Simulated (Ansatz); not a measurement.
## Compressing HfCo₂: a fit and a missing row

HfCo₂, Fd-3m, a = 6.890 Å. The structure is a COD entry; whether it is the stable form wasn't checked. Ansatz: r2SCAN, PAW, 500 eV, Γ-centred 10×10×10 mesh on 6 atoms, Gaussian smearing 0.10 eV; collinear spin, largest moment 1.3 μB. Symmetry fixes shape and atoms, so the cell is only scaled; pressure is positive in compression.

```
V (Å³/atom) P (GPa)
     11.991        ?
     12.399    21.46
     12.808    13.13
     13.217     6.04
     13.626     0.03
     14.035    -5.06
     14.443    -9.38
     14.988   -14.15
```

**Question.** Take V0 = 13.626 Å³/atom, count pressures from its P0 = 0.03 GPa, fit the third-order Birch–Murnaghan form to the other rows, and predict the missing pressure.

**Answer.** With the Eulerian strain f = ½[(V0/V)^(2/3) − 1] and y = (P − P0)/[3f(1 + 2f)^(5/2)], the form is the line y = B0 + 1.5 B0 (B0′ − 4) f. Rows (f, y): 0.03247, 188.0; 0.02107, 186.9; 0.01026, 185.6; -0.00976, 182.6; -0.01904, 181.5; -0.03077, 180.0. Means f = 0.0007050, y = 184.10; Σ(Δf)² = 0.003005, ΣΔfΔy = 0.3913; the slope is their ratio. y = 184.0 + 130.2 f GPa, so B0 = 184.0 GPa and B0′ = 4 + 2 × (130.2)/(3 × 184.0) = 4.47. At V = 11.991, f = 0.04448, y = 189.79 and P = 31.37 GPa. The run gave 30.67 GPa, so the fit is 0.70 GPa too high, 1.6 % of the span of the series, against an rms of 0.01 GPa on the fitted rows. The row lies outside the fitted range. A fourth-order term fitted to the same rows gives P = 31.32 GPa at this row's volume (the line 31.37, the run 30.67), no gain. The records add, with no proof that it causes the miss: the largest moment runs from 1.12 to 1.49 μB along the series.

The largest moment runs from 1.12 to 1.49 μB along the series, so B0 and B0′ hold the change of the moment too.

The state reached may not be the lowest one. Spin–orbit coupling is left out, which can shift energies with elements as heavy as these.